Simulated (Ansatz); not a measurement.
An element in the diamond structure gives these cold pressures by all-electron LAPW under PBEsol (Ansatz 0.2.0, scalar-relativistic, no spin polarisation).

| V (Å³/atom) | P (GPa) |
| --- | --- |
| 52.34 | 0.02 |
| 46.06 | 0.53 |
| 40.82 | 1.23 |
| 35.59 | 2.39 |
| 30.36 | 4.39 |
| 26.17 | 7.21 |
| 22.51 | 11.49 |

Which element is it?

Na. Its zero-pressure volume in this structure is near 52.3 Å³/atom; the volume and the steepness of P(V) together point to it, though neighbours can come close. Other candidates weren't computed, and some may come near.
